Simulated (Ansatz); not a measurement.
Total density of states per atom from the program Ansatz at the r²SCAN level (PAW), in 0.25 eV bins, energy from the valence-band maximum:

(E (eV), states/eV/atom): (-7.85, 0.00); (-7.60, 0.00); (-7.35, 4.41); (-7.10, 8.91); (-6.85, 0.01); (-6.60, 0.00); (-6.35, 0.00); (-6.10, 0.83); (-5.85, 1.02); (-5.60, 0.71); (-5.35, 0.11); (-5.10, 0.42); (-4.85, 0.72); (-4.60, 0.44); (-4.35, 0.50); (-4.10, 0.43); (-3.85, 0.60); (-3.60, 0.58); (-3.35, 0.56); (-3.10, 0.62); (-2.85, 0.70); (-2.60, 0.44); (-2.35, 0.40); (-2.10, 0.83); (-1.85, 0.49); (-1.60, 0.60); (-1.35, 0.76); (-1.10, 0.53); (-0.85, 0.48); (-0.60, 0.34); (-0.35, 0.19); (-0.10, 0.04); (0.15, 0.00); (0.40, 0.00); (0.65, 0.00); (0.90, 0.00); (1.15, 0.02); (1.40, 0.46); (1.65, 0.91); (1.90, 0.89); (2.15, 0.30); (2.40, 0.10); (2.65, 0.28); (2.90, 0.49); (3.15, 0.41); (3.40, 0.40); (3.65, 0.49); (3.90, 0.27); (4.15, 0.15); (4.40, 0.10); (4.65, 0.05); (4.90, 0.01); (5.15, 0.39); (5.40, 0.79); (5.65, 0.44); (5.90, 0.70)

### Question
Which compound is it?
A. ZnSe2, Pa-3 (Zn on 4a, Se on 8c)
B. YbZn, CsCl type
C. K2ZnI4, P2_1/m (Pearson symbol mP14)
D. Tl2Pd3Se2, R-3m (Tl on 3a, Tl on 3b, Pd on 9e, Se on 6c)

### Answer
A, ZnSe2, Pa-3 (Zn on 4a, Se on 8c). Top 1 eV of the valence band: Se 4p 92 %. Bottom 1 eV of the conduction band: Se 4p 77 %, Zn 4s 8 %, Se 4s 6 %, outside the projected shells 8 %. Projections are on Löwdin-orthogonalised atomic valence shells; empty p or d shells of many metals are not among them.

The workflow started from a Materials Project entry (that database holds measured and hypothetical structures alike); the Crystallography Open Database copy checked does not list it. Its standing as an ambient phase is unchecked. The cell was relaxed with r²SCAN under the symmetry of its start; whether a distortion lowers the energy is not shown. Spin–orbit coupling is left out wherever it is not named.

Potentials: the later of the program's two PAW sets.
